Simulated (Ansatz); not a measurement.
AlPd:
Space group Fm-3m (No. 225); a = b = c = 5.0895 Å, α = β = γ = 90.00°

```
atom  site  symmetry       x       y       z
----  ----  --------  ------  ------  ------
Pd      4a      m-3m  0.0000  0.0000  0.0000
Al      4b      m-3m  0.5000  0.5000  0.5000
```
(The calculation used a cell of 2 atoms; values per cell refer to that cell.)

Relaxed with r²SCAN.

Which orbitals make up the states near the Fermi level in r²SCAN in the plane-wave PAW code Ansatz?

Within 0.5 eV of the Fermi level: Al 3p 50 %, Pd 4d 19 %, Al 3s 18 %, outside the projected shells 12 %. Projections are on Löwdin-orthogonalised atomic valence shells; empty p or d shells of many metals are not among them.

Tabulate the density of states.

States/eV per cell of 2 atoms, in 0.25 eV bins, energy from the Fermi level.

```
E (eV)  total  Pd 4d  Al 3p  Al 3s
------  -----  -----  -----  -----
-7.85    0.35   0.03   0.15   0.15
-7.60    0.40   0.04   0.16   0.17
-7.35    0.48   0.08   0.18   0.19
-7.10    0.62   0.16   0.20   0.24
-6.85    1.01   0.41   0.20   0.35
-6.60    1.14   0.53   0.20   0.39
-6.35    1.57   0.83   0.18   0.52
-6.10    0.96   0.47   0.14   0.33
-5.85    0.03   0.01   0.00   0.01
-5.60    0.40   0.20   0.09   0.10
-5.35    1.01   0.61   0.25   0.13
-5.10    1.75   1.22   0.39   0.10
-4.85    3.17   2.62   0.45   0.07
-4.60    5.34   4.48   0.72   0.10
-4.35    6.85   5.81   0.90   0.09
-4.10    3.70   3.29   0.39   0.01
-3.85    2.09   1.92   0.15   0.00
-3.60    1.89   1.81   0.07   0.01
-3.35    2.25   2.19   0.04   0.01
-3.10    4.55   4.46   0.05   0.03
-2.85    3.12   2.96   0.08   0.07
-2.60    1.10   0.87   0.13   0.09
-2.35    0.85   0.58   0.17   0.08
-2.10    0.66   0.38   0.19   0.07
-1.85    0.50   0.25   0.19   0.05
-1.60    0.39   0.16   0.18   0.03
-1.35    1.00   0.43   0.47   0.03
-1.10    0.78   0.27   0.39   0.06
-0.85    0.69   0.20   0.37   0.07
-0.60    0.67   0.16   0.38   0.07
-0.35    0.68   0.14   0.37   0.08
-0.10    0.64   0.12   0.33   0.10
0.15     0.70   0.13   0.33   0.15
0.40     0.77   0.13   0.36   0.18
0.65     0.73   0.11   0.36   0.16
0.90     0.73   0.10   0.37   0.16
1.15     0.78   0.11   0.41   0.17
1.40     0.85   0.10   0.47   0.17
1.65     0.91   0.10   0.55   0.16
1.90     0.88   0.09   0.53   0.15
2.15     0.87   0.09   0.53   0.14
2.40     0.85   0.08   0.53   0.13
2.65     0.83   0.08   0.52   0.12
2.90     0.81   0.07   0.50   0.11
3.15     0.79   0.07   0.50   0.10
3.40     0.76   0.06   0.47   0.09
3.65     0.74   0.06   0.46   0.09
3.90     0.71   0.05   0.44   0.08
4.15     0.68   0.05   0.42   0.07
4.40     0.66   0.04   0.41   0.06
4.65     0.62   0.04   0.38   0.05
4.90     0.60   0.04   0.36   0.05
```

The start of the workflow was typed in or built on a structure type; neither database checked (COD, Materials Project) lists it. Its standing as an ambient phase is unchecked. The r²SCAN relaxation kept the symmetry of its start. At this level the phase is mechanically unstable. No spin polarisation was allowed. Spin–orbit coupling is left out wherever it is not named.

Potentials: the earlier of the program's two PAW sets.
